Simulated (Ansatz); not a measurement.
Given:

NaCl:
```xyz
2
Lattice="0.0000 2.8010 2.8010 2.8010 0.0000 2.8010 2.8010 2.8010 0.0000" Properties=species:S:1:pos:R:3 pbc="T T T"
Na     0.0000     0.0000     0.0000
Cl     2.8010     2.8010     2.8010
```

This is the PBEsol-relaxed structure.

### Question
All from PBEsol (plane waves, PAW; program Ansatz), unless another level is named. Give the hole effective mass, band 1 of 3 at the edge.

### Answer
2.7 along [100], 8.1 along [110], 4.9 along [111] (mₑ).

### Question
Give the electron effective mass.

### Answer
0.39 mₑ (isotropic).

### Question
Next, the hole effective mass, band 3 of 3 at the edge?

### Answer
0.60 along [100], 0.52 along [110], 0.50 along [111] (mₑ).

### Question
Give the weight of the valence-edge state by species (Voronoi cells).

### Answer
Cl 95 %, Na 5 %.

### Question
And the weight of the conduction-edge state by species (Voronoi cells)?

### Answer
Na 57 %, Cl 43 %.

Space group Fm-3m (rock salt). The cell was relaxed with PBEsol under the symmetry of its start; phonons on a q-mesh show no instability.

Potentials: the earlier of the program's two PAW sets.

Edges and masses are those of Kohn–Sham bands, whose gap is no quasiparticle gap.
